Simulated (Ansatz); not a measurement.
Si₂W:
Space group I4/mmm (No. 139); a = b = 3.2291 Å, c = 7.8674 Å, α = β = γ = 90.00°

```
atom  site  symmetry       x       y       z
----  ----  --------  ------  ------  ------
Si      4e       4mm  0.0000  0.0000  0.3346
W       2a     4/mmm  0.0000  0.0000  0.0000
```
(The calculation used a cell of 3 atoms; values per cell refer to that cell.)

Relaxed with PBE.

**Question.** Tabulate the valence density and the electron localisation function along the shortest Si–Si contact (2.60 Å), PBE in the plane-wave PAW code Ansatz.

**Answer.** 

| distance from Si (Å) | density (e/Å³) | ELF |
|---|---|---|
| 0.26 | 0.11 | 0.23 |
| 0.39 | 0.18 | 0.17 |
| 0.52 | 0.27 | 0.21 |
| 0.65 | 0.34 | 0.31 |
| 0.78 | 0.37 | 0.42 |
| 0.91 | 0.37 | 0.47 |
| 1.04 | 0.35 | 0.46 |
| 1.17 | 0.33 | 0.43 |
| 1.30 | 0.32 | 0.42 |
| 1.43 | 0.33 | 0.43 |
| 1.56 | 0.35 | 0.46 |
| 1.69 | 0.37 | 0.47 |
| 1.82 | 0.37 | 0.42 |
| 1.95 | 0.34 | 0.31 |
| 2.08 | 0.27 | 0.21 |
| 2.21 | 0.18 | 0.17 |
| 2.34 | 0.11 | 0.23 |

The density is the valence pseudo-density with augmentation charge, so density and ELF within about 1 Å of a nucleus are not all-electron values.

The cell was relaxed with PBE under the symmetry of its start; of distortions, only those at the zone centre were tested. The run is not spin-polarised. Spin–orbit coupling is left out wherever it is not named.

Potentials: the later of the program's two PAW sets.
